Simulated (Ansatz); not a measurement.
BaCuSF:
```cif
data_Ba2Cu2F2S2
_chemical_formula_sum 'Ba2 Cu2 S2 F2'
_space_group_name_H-M_alt 'P4/nmm :1'
_space_group_IT_number 129
_space_group_name_Hall 'P 4ab 2ab -1ab'
_cell_length_a 4.09288
_cell_length_b 4.09288
_cell_length_c 9.06911
_cell_angle_alpha 90.000
_cell_angle_beta 90.000
_cell_angle_gamma 90.000
loop_
_space_group_symop_operation_xyz
  'x, y, z'
  '-y+1/2, x+1/2, z'
  '-x, -y, z'
  'y+1/2, -x+1/2, z'
  'x+1/2, -y+1/2, -z'
  '-y, -x, -z'
  '-x+1/2, y+1/2, -z'
  'y, x, -z'
  '-x+1/2, -y+1/2, -z'
  'y, -x, -z'
  'x+1/2, y+1/2, -z'
  '-y, x, -z'
  '-x, y, z'
  'y+1/2, x+1/2, z'
  'x, -y, z'
  '-y+1/2, -x+1/2, z'
loop_
_atom_site_label
_atom_site_type_symbol
_atom_site_symmetry_multiplicity
_atom_site_Wyckoff_symbol
_atom_site_fract_x
_atom_site_fract_y
_atom_site_fract_z
_atom_site_occupancy
Ba1 Ba 2 c 0.50000 0.00000 0.17906 1
Cu1 Cu 2 b 0.50000 0.50000 0.50000 1
S1 S 2 c 0.00000 0.50000 0.35676 1
F1 F 2 a 0.00000 0.00000 0.00000 1
```

Relaxed with r²SCAN.

### Question
Tabulate the valence density and the electron localisation function along the shortest Cu–Cu contact (2.89 Å), DFT-r²SCAN in the program Ansatz with PAW potentials.

### Answer


| distance from Cu (Å) | density (e/Å³) | ELF |
|---|---|---|
| 0.29 | 33.42 | 0.50 |
| 0.43 | 12.77 | 0.25 |
| 0.58 | 4.33 | 0.16 |
| 0.72 | 1.58 | 0.15 |
| 0.87 | 0.61 | 0.15 |
| 1.01 | 0.31 | 0.13 |
| 1.16 | 0.21 | 0.12 |
| 1.30 | 0.17 | 0.13 |
| 1.45 | 0.15 | 0.14 |
| 1.59 | 0.17 | 0.13 |
| 1.74 | 0.21 | 0.12 |
| 1.88 | 0.31 | 0.13 |
| 2.03 | 0.61 | 0.15 |
| 2.17 | 1.58 | 0.15 |
| 2.32 | 4.33 | 0.16 |
| 2.46 | 12.77 | 0.25 |
| 2.60 | 33.42 | 0.50 |

The density is the valence pseudo-density with augmentation charge, so density and ELF within about 1 Å of a nucleus are not all-electron values.

The workflow started from a Materials Project entry (that database holds measured and hypothetical structures alike); the Crystallography Open Database copy checked does not list it. Its standing as an ambient phase is unchecked. The r²SCAN relaxation kept the symmetry of its start; phonons on a q-mesh show no instability. No spin polarisation was allowed. No Hubbard U is applied. Scalar-relativistic: spin–orbit coupling is off unless named, which matters more the heavier the elements.

Potentials: the earlier of the program's two PAW sets.
